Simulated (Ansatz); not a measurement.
A geometry of P away from equilibrium: step 2 of the relaxation of a relaxed P cell displaced along its unstable phonon at q = Γ (122i cm⁻¹), largest move 0.15 Å. Calculation: PBEsol (plane waves to 420 eV, PAW, scalar-relativistic; Ansatz, an electronic-structure program). Γ-centred k-mesh 7×7×7 on the run's cell (coarser than for final values), Fermi–Dirac smearing 0.05 eV.

```xyz
8
Lattice="-3.2525 3.2241 3.2462 3.2525 -3.2241 3.2462 3.2525 3.2241 -3.2462" Properties=species:S:1:pos:R:3:forces:R:3 pbc="T T T" free_energy=-5917.521 pressure_GPa=-0.4
P      0.9619     1.0237     1.1324    0.1059    0.0325    0.1205
P     -0.9619     2.3395     0.7779   -0.1059   -0.0132   -0.3118
P     -0.9619     4.1087     2.4683   -0.1059    0.0132    0.3118
P      0.9619    -1.0237     2.1138    0.1059   -0.0325   -0.1205
P      2.2906     2.3395     2.4683   -0.1059   -0.0132    0.3118
P      0.9619     4.2477    -1.1324    0.1059    0.0325   -0.1205
P      0.9619     2.2004     4.3785    0.1059   -0.0325    0.1205
P     -0.9619     0.8846     4.0241   -0.1059    0.0132   -0.3118
```

Positions in Å, forces in eV/Å, free energy of the cell in eV (comparable only within this code, potentials and settings). Largest force: 0.33 eV/Å, on P2, P3, P5, P8 (atoms numbered as listed); the geometry lies 0.36 to 0.37 eV/atom (the two k-meshes of the run give this range) above the end of its relaxation.

No spin polarisation in the result. The relaxed primitive cell holds an odd number of electrons. A magnetic state may lie lower.

The run could not lose the symmetry of its start: the end is stationary, and may be a saddle point rather than a minimum.

The end of the path is a generated cell of P: the first start was made by placing the elements on the sites of a structure type, and the end was not matched to a known phase here, so it may be hypothetical. Known forms of P include space group No. 64.
